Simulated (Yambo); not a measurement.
BSE-type run in Yambo on Ba$_{2}$MgMoO$_{6}$ (space group Fm-3m, No. 225), at zero momentum.

Quantum ESPRESSO step (PBEsol, PseudoDojo standard norm-conserving files, scalar-relativistic):
```
&CONTROL
  calculation = 'nscf'
  pseudo_dir = './pseudo'
  outdir = './out'
/
&SYSTEM
  ibrav = 0
  nat = 10
  ntyp = 4
  ecutwfc = 84.0
  ecutrho = 336.0
  occupations = 'fixed'
  force_symmorphic = .true.
  nbnd = 95
/
&ELECTRONS
  conv_thr = 1e-08
  diago_full_acc = .true.
  diago_thr_init = 1e-08
/
ATOMIC_SPECIES
O 15.9990 O.upf
Mg 24.3050 Mg.upf
Mo 95.9500 Mo.upf
Ba 137.3270 Ba.upf
CELL_PARAMETERS angstrom
  0.000000000000   4.106140000000   4.106140000000
  4.106140000000   0.000000000000   4.106140000000
  4.106140000000   4.106140000000   0.000000000000
ATOMIC_POSITIONS crystal
O   0.761270000000   0.238730000000   0.238730000000
O   0.238730000000   0.761270000000   0.761270000000
O   0.238730000000   0.761270000000   0.238730000000
O   0.761270000000   0.238730000000   0.761270000000
O   0.238730000000   0.238730000000   0.761270000000
O   0.761270000000   0.761270000000   0.238730000000
Mg   0.500000000000   0.500000000000   0.500000000000
Mo   0.000000000000   0.000000000000   0.000000000000
Ba   0.250000000000   0.250000000000   0.250000000000
Ba   0.750000000000   0.750000000000   0.750000000000
K_POINTS automatic
4 4 4 0 0 0
```

Yambo input:
```
rim_cut
optics
bse
bss
dipoles
RandQpts= 1000000
RandGvec= 1 Ry
FFTGvecs= 40 Ry
BSKmod= "HF"
BSEmod= "resonant"
BSSmod= "hs"
BSENGexx= 15 Ry
BSENGBlk= 3 Ry
% KfnQP_E
 10.36 | 1.0 | 1.0 |
%
% BSEQptR
 1 | 1 |
%
% BSEBands
 24 | 46 |
%
% BEnRange
 0.0 | 17.7 | eV
%
% BDmRange
 0.15 | 0.15 | eV
%
BEnSteps= 354
% BLongDir
 1.0 | 0.0 | 0.0 |
%
BSHayTrs= -0.02
BSSNEig= 24
WRbsWF
```

From the report:

The dimension is k points × valence × conduction bands = 64 × 17 × 6 = 6528.
```
  [SLEPC] Approach                          : Krylov-Schur
  [SLEPC] Number of requested eigenvalues   :  24
  [SLEPC] Number of eigenvalues        [NEV]:  24
   [K] Dimension                                    :   6528
   [K] Bands                                        :   24   46
   [K] Exchange res                                 : yes
   [K] Correlation res                              : yes
   [K] W interaction is bare                        : yes
   [K] RL vectors exchange                          :   965
   [K] RL vectors correlation                       :   89
   [W] Matrix size                                  :   89
```
Lowest eigenvalues (eV; in brackets the number of states within 2 meV): 6.73 (1), 7.02 (3), 7.06 (3), 7.21 (3), 7.27 (2), 7.33 (1). They depend on the mesh, which isn't converged, and on the G0W0 scissor.

Spin-orbit coupling is not included.

Geometry of the Materials Project entry, not relaxed at this level.

The structure is a Materials Project entry; no match was found in the copy of COD used, and its stability was not checked.
